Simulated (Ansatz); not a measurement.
BP:
```cif
data_BP
_chemical_formula_sum 'B1 P1'
_space_group_name_H-M_alt 'P 1'
_space_group_IT_number 1
_cell_length_a 3.17541
_cell_length_b 3.17541
_cell_length_c 3.17541
_cell_angle_alpha 60.000
_cell_angle_beta 60.000
_cell_angle_gamma 60.000
loop_
_space_group_symop_operation_xyz
  'x, y, z'
loop_
_atom_site_label
_atom_site_type_symbol
_atom_site_fract_x
_atom_site_fract_y
_atom_site_fract_z
_atom_site_occupancy
B1 B 0.00000 0.00000 0.00000 1
P1 P 0.75000 0.75000 0.75000 1
```

Relaxed with LDA.

Decompose the optical modes at the zone centre into irreducible representations, and say which are infrared and Raman allowed.

Point group -43m: Γ_opt = T2. Infrared: T2. Raman: T2.

Assign frequencies (DFPT, the program Ansatz at the LDA level (PAW); without the LO–TO term).

T2 821 cm⁻¹.

Space group F-43m (zinc blende). The LDA relaxation kept the symmetry of its start.

Potentials: the earlier of the program's two PAW sets. The files were generated under PBE; for other functionals the program regenerates the frozen cores, and for LDA and PBEsol the local potential too.
